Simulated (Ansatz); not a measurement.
Ca2Si3Ag:
```yaml
crystal:
  lattice:
    - [0.00000, 4.33037, 7.17463]
    - [4.14700, 0.00000, 7.17463]
    - [4.14700, 4.33037, 0.00000]
  atoms:
    - { symbol: Ca, position: [0.75268, 0.24732, 0.75268] }
    - { symbol: Ca, position: [0.24732, 0.75268, 0.24732] }
    - { symbol: Ca, position: [0.75000, 0.75000, 0.75000] }
    - { symbol: Ca, position: [0.25000, 0.25000, 0.25000] }
    - { symbol: Si, position: [0.83690, 0.32505, 0.16310] }
    - { symbol: Si, position: [0.16310, 0.67495, 0.83690] }
    - { symbol: Si, position: [0.67495, 0.16310, 0.32505] }
    - { symbol: Si, position: [0.32505, 0.83690, 0.67495] }
    - { symbol: Si, position: [0.16197, 0.16197, 0.83803] }
    - { symbol: Si, position: [0.83803, 0.83803, 0.16197] }
    - { symbol: Ag, position: [0.66656, 0.66656, 0.33344] }
    - { symbol: Ag, position: [0.33344, 0.33344, 0.66656] }
```

Relaxed with r²SCAN. Special points in fractions of this cell's reciprocal vectors: Γ (0.000, 0.000, 0.000); Y (0.500, 0.000, 0.500); C0 (0.500, 0.104, 0.604); A0 (0.500, 0.896, 0.396); Z (0.500, 0.500, 0.000); B0 (0.932, 0.500, 0.432); D0 (0.068, 0.500, 0.568); T (0.000, 0.500, 0.500); G0 (0.188, 0.688, 0.500); H0 (0.812, 0.312, 0.500); L (0.500, 0.500, 0.500).

Problem. List the band energies nearest the Fermi level at these points for plane-wave PAW r²SCAN (Ansatz code).

Solution. In eV from the Fermi level; about four levels below and three above (degenerate sets whole), none deeper than 8.9 eV; points with the same levels are listed once.

```csv
k,below,above
Γ,-0.79 -0.69 -0.57 -0.30,0.14 0.80 1.59
Y,-1.49 -1.30 -0.31 -0.14,0.01 0.18 0.21
C0,-1.25 -0.98 -0.50 -0.22,0.40 0.46 1.60
Z,-1.60 -1.34 -1.25 -1.07,0.42 0.49 0.95
B0,-1.89 -1.52 -1.47 -0.67,0.63 0.83 1.29
T,-1.89 -1.48 -1.43 -0.63,0.78 0.80 1.44
G0,-1.89 -1.47 -1.01 -0.80,0.44 0.93 1.24
L,-1.80 -1.42 -1.22 -0.35,0.56 0.72 1.22
```

Space group Fmmm. The workflow started from an entry of the Crystallography Open Database (COD). Its standing as an ambient phase is unchecked. Symmetry was held in the r²SCAN relaxation; whether a distortion lowers the energy is not shown. No spin polarisation was allowed. Spin–orbit coupling is left out wherever it is not named.

Potentials: the later of the program's two PAW sets.
